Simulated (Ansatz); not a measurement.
## Al2Cu: course of a relaxation

Theory: DFT r2SCAN, scalar-relativistic, plane waves, PAW (Ansatz 0.2.0). (500 eV cutoff, 10×10×10 k-mesh, Gaussian smearing of 0.10 eV, no spin polarisation)

What was changed: relaxed at 50 GPa.

Other phases may be more stable at this pressure.

Command:

```bash
ansatz run input.yaml --threads 1 --pin off --max-ram 2560MiB --backend cpu --events-out ev --progress --plain --runs-dir out
```

Input:

```yaml
crystal:
  lattice:
    - [-2.7715966888, 2.7715966888, 2.2220281981]
    - [2.7715966888, -2.7715966888, 2.2220281981]
    - [2.7715966888, 2.7715966888, -2.2220281981]
  atoms:
    - { symbol: Al, position: [0.8420224296, 0.6579775704, 0.5] }
    - { symbol: Al, position: [0.6579775704, 0.1579775704, 0.8159551409] }
    - { symbol: Al, position: [0.3420224296, 0.8420224296, 0.1840448591] }
    - { symbol: Al, position: [0.1579775704, 0.3420224296, 0.5] }
    - { symbol: Cu, position: [0.25, 0.25, 0.0] }
    - { symbol: Cu, position: [0.75, 0.75, 0.0] }
basis:
  ecutwfc: 500
kpoints:
  mp_grid: { grid: [10, 10, 10] }
hamiltonian:
  xc: r2scan
scf:
  occupations: { method: gaussian, width: 0.1 }
output:
  forces: true
  stress: true
  eigenvalues: true
  write_density: true
  write_potential: true
  elf: true
  volumetric_format: npy
relax:
  adjacent_minimum: "off"
  f_tol: 0.008
  max_steps: 50
  cell: { stress_tol: 0.08, p_target: 50.0 }
```

F is the free energy. Steps run on the plane waves of an earlier cell, but the last one, and at times one on the way, on a freshly chosen basis, so a repeated geometry can differ a little in energy. The relaxation lowers the enthalpy F + PV at the target pressure, so F itself can rise.

Steps:

```
step F − F(1) (eV) largest force component (eV/Å) V (Å³/atom) P (GPa)
   1         0.0000                           0.065       11.379    45.07
   2         0.2869                           0.014       11.216    49.26
   3         0.3361                           0.005       11.190    49.98
   4         0.3363                           0.005       11.190    49.98
```

Relaxed structure:

```yaml
crystal:
  lattice:
    - [-2.75547, 2.75547, 2.21063]
    - [2.75547, -2.75547, 2.21063]
    - [2.75547, 2.75547, -2.21063]
  atoms:
    - { symbol: Al, position: [0.84281, 0.65719, 0.50000] }
    - { symbol: Al, position: [0.65719, 0.15719, 0.81438] }
    - { symbol: Al, position: [0.34281, 0.84281, 0.18562] }
    - { symbol: Al, position: [0.15719, 0.34281, 0.50000] }
    - { symbol: Cu, position: [0.25000, 0.25000, 0.00000] }
    - { symbol: Cu, position: [0.75000, 0.75000, 0.00000] }
```

Symmetry: I4/mcm, No. 140, tetragonal system. The conventional cell has a = 5.511 Å, b = 5.511 Å, c = 4.421 Å, α = 90.00°, β = 90.00°, γ = 90.00°. Al (site symmetry m2m) has 4 Cu at 2.35 Å and 3 Al at 2.45 to 2.64 Å as nearest neighbours. Cu (site symmetry 422) has 2 Cu at 2.21 Å and 8 Al at 2.35 Å as nearest neighbours.

The run converged. It took 3 min on 1 thread of Arm Neoverse V1, on a shared host, peak memory 0.71 GiB.